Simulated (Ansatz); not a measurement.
Here is the system:

TaC:
```cif
data_CTa
_chemical_formula_sum 'Ta1 C1'
_space_group_name_H-M_alt 'P-6m2'
_space_group_IT_number 187
_space_group_name_Hall 'P -6 2'
_cell_length_a 3.02187
_cell_length_b 3.02187
_cell_length_c 2.86019
_cell_angle_alpha 90.000
_cell_angle_beta 90.000
_cell_angle_gamma 120.000
loop_
_atom_site_label
_atom_site_type_symbol
_atom_site_symmetry_multiplicity
_atom_site_Wyckoff_symbol
_atom_site_fract_x
_atom_site_fract_y
_atom_site_fract_z
_atom_site_occupancy
Ta1 Ta 1 a 0.00000 0.00000 0.00000 1
C1 C 1 d 0.33333 0.66667 0.50000 1
```

This is the PBEsol-relaxed structure.

Question: All from plane-wave PAW PBEsol (Ansatz code), unless another level is named. Estimate the electronic character.

Answer: metallic (no gap).

Question: Predict the formation energy from the elements (no fitted shifts).

Answer: -0.25 eV/atom.

Question: Next, the density of states at the Fermi level?

Answer: 0.79 states/eV per atom (mean over ±0.08 eV).

Question: And the gap with spin–orbit coupling?

Answer: none (metallic).

The start of the workflow was typed in or built on a structure type; the Crystallography Open Database copy checked does not list it. It is not the phase usual at ambient conditions (space group No. 225). The cell was relaxed with PBEsol under the symmetry of its start; whether a distortion lowers the energy is not shown. No spin polarisation was allowed. The references are the lowest solids computed at this level, not always the standard phases. Scalar-relativistic: spin–orbit coupling is off unless named, which matters more the heavier the elements.

Potentials: the later of the program's two PAW sets.
